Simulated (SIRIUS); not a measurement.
Consider a self-consistent single point of Al2Ru (Fddd, 6 atoms in the cell; from Materials Project mp-10910, changed as shown).

```
CELL_PARAMETERS angstrom
      0.00000     3.97649     4.37683
      2.34461     0.00000     4.37683
      2.34461     3.97649     0.00000
ATOMIC_POSITIONS crystal
  Al 0.07906 0.42094 0.07906
  Al 0.42094 0.07906 0.42094
  Al 0.17094 0.82906 0.17094
  Al 0.82906 0.17094 0.82906
  Ru 0.75000 0.75000 0.75000
  Ru 0.50000 0.50000 0.50000
```

Level of theory: PBEsol, GBRV PBEsol ultrasoft pseudopotentials (plane waves; SIRIUS).

SIRIUS settings:

parameters.ngridk: 5 5 5
parameters.xc_functionals: [XC_GGA_X_PBE_SOL, XC_GGA_C_PBE_SOL]
parameters.gk_cutoff: 6.325 1/bohr
parameters.pw_cutoff: 14.143 1/bohr
parameters.shiftk: 1 1 1
parameters.smearing: fermi_dirac
parameters.smearing_width: 0.00367493 Ha
potentials: GBRV PBEsol ultrasoft pseudopotentials
parameters.electronic_structure_method: pseudopotential
parameters.num_bands: 26
parameters.num_mag_dims: 0
parameters.num_dft_iter: 100
parameters.energy_tol: 1e-07 Ha
parameters.density_tol: 1e-06
mixer.type: anderson
mixer.beta: 0.7
mixer.use_hartree: false

Results:

| Quantity | Value |
|---|---|
| Number of valence electrons | 44 |
| Number of bands | 26 |
| Number of k-points after the program's reduction | 63 |
| Number of plane waves (most at a k-point) | 2366 |
| Number of SCF iterations | 25 |
| FFT grid | 54 × 45 × 45 |
| Free energy E − TS | -5652.5055 eV |
| Pressure | 1.15 GPa |
| Largest force (vector length) | 0.003 eV/Å |

Forces (eV/Å):
| atom | Fx | Fy | Fz |
|---|---|---|---|
| Al1 | 0.000 | 0.003 | 0.000 |
| Al2 | 0.000 | -0.003 | 0.000 |
| Al3 | 0.000 | -0.003 | 0.000 |
| Al4 | 0.000 | 0.003 | 0.000 |
| Ru5 | 0.000 | 0.000 | 0.000 |
| Ru6 | 0.000 | 0.000 | 0.000 |

Stress (GPa, positive for compression):
```
1.12  0.00  0.00
0.00  1.25  0.00
0.00  0.00  1.06
```

For comparison: a first run was changed to give this one (volume scaled by 0.99), and from it to this one the free energy is nearly the same (within 1 meV/atom), the pressure goes from -0.69 to 1.15 GPa and the largest force goes from 0.011 to 0.003 eV/Å.

The structure comes from a collection of computed structures, made at another level of theory; the collection holds predicted forms beside known ones.

Cost on one core: very roughly 100 core-seconds.
